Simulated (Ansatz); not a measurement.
## AlV, first-principles data

AlV in space group Cmmm (No. 65; Al on 2a, V on 2c), a = 3.5625 Å, b = 3.9003 Å, c = 4.0376 Å, α = 90.00°, β = 90.00°, γ = 90.00°; the cell used has 2 atoms.

Space group Cmmm (No. 65); conventional cell a = 3.5625 Å, b = 3.9003 Å, c = 4.0376 Å, α = 90.00°, β = 90.00°, γ = 90.00°.

Method: r²SCAN in the plane-wave PAW code Ansatz. The cell and atoms are relaxed at this level. Other levels are named where they apply.

**Cell and energy**

```json
{
 "volume_per_atom": "14.03 Å³",
 "density": "4.61 g/cm³",
 "Formation energy from the elements (no fitted shifts)": "-0.28 eV/atom"
}
```

**Electronic structure**

```json
{
  "electronic_character": "metallic (no gap)",
  "Density of states at the Fermi level": "0.43 states/eV per atom (mean over ±0.08 eV)"
}
```

The first step of the workflow began from a Materials Project structure, measured or hypothetical; the Crystallography Open Database copy checked does not list it. With Al and V taken as one species the cell has the higher symmetry I4/mmm, so it may be an ordered model of a mixed-site phase. Its standing as an ambient phase is unchecked. The r²SCAN relaxation kept the symmetry of its start; its stability against distortions is not shown here. The run is not spin-polarised. Axis ratios of metals converge slowly with the k-mesh, so a and c are less sure than the volume. The references are the lowest solids computed at this level, not always the standard phases.

Potentials: the later of the program's two PAW sets.
